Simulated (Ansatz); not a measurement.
Ni3Sn:
```
CELL_PARAMETERS angstrom
      0.00000     2.92325     2.92325
      2.92325     0.00000     2.92325
      2.92325     2.92325     0.00000
ATOMIC_POSITIONS crystal
  Ni 0.50000 0.50000 0.50000
  Sn 0.00000 0.00000 0.00000
  Ni 0.25000 0.25000 0.25000
  Ni 0.75000 0.75000 0.75000
```

Relaxed with PBEsol.

### Question
Give the Bader charges and basin volumes of the independent atoms, the program Ansatz at the PBEsol level (PAW).

### Answer


| atom | Bader charge (e) | Bader volume (Å³) |
|---|---|---|
| Ni1 | -0.09 | 11.7 |
| Sn2 | +0.52 | 14.9 |
| Ni3 | -0.22 | 11.7 |

Space group Fm-3m. The workflow started from an entry of the Crystallography Open Database (COD), which files this formula under 3 space groups. Whether it is the stable phase at ambient conditions was not checked. The PBEsol relaxation kept the symmetry of its start. At this level the phase is mechanically unstable. The workflow began spin-polarised and lost its moments. Scalar-relativistic: spin–orbit coupling is off unless named, which matters more the heavier the elements.

Potentials: the later of the program's two PAW sets.
